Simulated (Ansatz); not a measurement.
The cell is the one relaxed in the Materials Project (mp-21075), not relaxed further here; entries there can be hypothetical.

An input for HfC: DFT, PBEsol, PAW with Ansatz's default frozen-core files, scalar-relativistic (Ansatz 0.2.0). The PAW files were made with PBE; their cores are remade for this functional.

```yaml
crystal:
  lattice:
    - [0.0, 2.3171388429, 2.3171388429]
    - [2.3171388429, 0.0, 2.3171388429]
    - [2.3171388429, 2.3171388429, 0.0]
  atoms:
    - { symbol: Hf, position: [0.0, 0.0, 0.0] }
    - { symbol: C, position: [0.5, 0.5, 0.5] }
kpoints:
  mp_grid: { grid: [14, 14, 14] }
  band_path:
    path:
      - [0.0, 0.0, 0.0]
      - [0.5, 0.0, 0.5]
      - [0.625, 0.25, 0.625]
      - [0.375, 0.375, 0.75]
      - [0.0, 0.0, 0.0]
      - [0.5, 0.5, 0.5]
      - [0.5, 0.25, 0.75]
      - [0.5, 0.0, 0.5]
    npoints: 5
scf:
  occupations: { method: fermi_dirac, width: 0.05 }
hamiltonian:
  xc: pbesol
  pseudopotentials: { kind: paw }
output:
  forces: true
  stress: true
  eigenvalues: true
  efg: { contact_densities: true }
```

The results part of the log:

```
SCF 1 converged in 7 iterations: F = -15846.701165 eV  dr2 = 1.48e-8
  greatest PAW one-centre occupation: 0.998 electrons in one spin orbital (limit 2), on the Hf atom at site 0 (counted from 0), in its partial waves of l = 0
NSCF: frozen V_eff on 36 k-points
SCF converged after 7 iterations
Free energy (F): -15846.701165 eV
Harris-Foulkes:  -15846.701165 eV  (|F-HF|=2.67e-8)
Internal energy: -15846.698536 eV  (E = F + TS)
E sigma→0 (E₀):  -15846.699850 eV
Entropy (-TS):   -0.002629 eV (-1.315 meV/atom)
Fermi energy:    20.175568 eV
--- Per-component energies (eV) ---
  E_band       = 115.730525
  E_kinetic    = 511.687886
  E_local      = -4965.739240  (includes V_loc(G=0)·N_el)
  E_nonlocal   = -1211.234259
  E_hartree    = 2347.408576
  E_xc         = -346.325891
  E_vxc        = -326.597264  (∫ρ·V_xc dr)
  E_paw        = -6902.470514  (= ΣΔE_a)
  E_vpaw       = 1412.788429  (= ΣTr[D̂ρ^β])
  E_aug_tail   = 0.000006  (compensation charges beyond the density's cutoff)
  E_ewald      = -5281.297291
  E_core_change = 1.272192  (= ΣΔE_core)
  E_smearing   = -0.002629  (= −TS)
  E_closure    = 0.000000  (closes the sum)
  Σ components = -15846.701165   (vs F -15846.701165, Δ=0.00e0)
--- Forces (eV/Å), atoms counted from 1 ---
  atom   1  Hf     0.00000000     0.00000000    -0.00000000
  atom   2  C      0.00000000     0.00000000    -0.00000000
  max |Σ_I F_I| component: 8.22e-30 eV/Å
--- Stress (GPa, compression-positive) ---
       -4.267927       0.000000       0.000000
       -0.000000      -4.267927      -0.000000
       -0.000000       0.000000      -4.267927
  P = ⅓ Tr σ = -4.2679 GPa (-42.679 kbar)
--- PAW observables at the nuclei: V_zz in 10²¹ V/m², potentials from the cell's mean, atoms counted from 1 ---
  atom   1  Hf V_zz =    +0.000000   η = 0.0000   by run symmetry: forbidden
            electrostatic potential = -14184.899207 V   contact ρ = 7519034.693987 e/Å³
  atom   2  C  V_zz =    +0.000000   η = 0.0000   by run symmetry: forbidden
            electrostatic potential = -427.400298 V   contact ρ = 862.029431 e/Å³
--- Band table (eV; the first three rows and the last of 104) ---
  k-point 0: bands = ["-40.8296", "-9.2863", "-9.2863", "-9.2863", "7.8395", "9.1988", "9.2066", "9.2066", "9.2066", "9.2919", "9.2919", "9.2919", "21.2755", "21.2755", "21.2755", "21.5143", "21.5143", "21.5143", "23.5597"]
  k-point 1: bands = ["-40.8274", "-9.3240", "-9.2899", "-9.2899", "7.9674", "9.2008", "9.2092", "9.2097", "9.2097", "9.2890", "9.2890", "9.2921", "20.3243", "20.6090", "20.6090", "21.7966", "21.7966", "22.1469", "24.2112"]
  k-point 2: bands = ["-40.8215", "-9.4280", "-9.2999", "-9.2999", "8.3303", "9.2062", "9.2186", "9.2186", "9.2244", "9.2809", "9.2809", "9.2924", "19.0820", "19.6647", "19.6647", "22.2159", "22.2159", "22.6041", "25.5196"]
  k-point 103: bands = ["-40.7724", "-9.7646", "-9.6801", "-9.5426", "9.1864", "9.2319", "9.2375", "9.2375", "9.2601", "9.2654", "9.2654", "10.5742", "17.3023", "17.4346", "17.4937", "23.1459", "24.5859", "26.9771", "27.2344"]
```
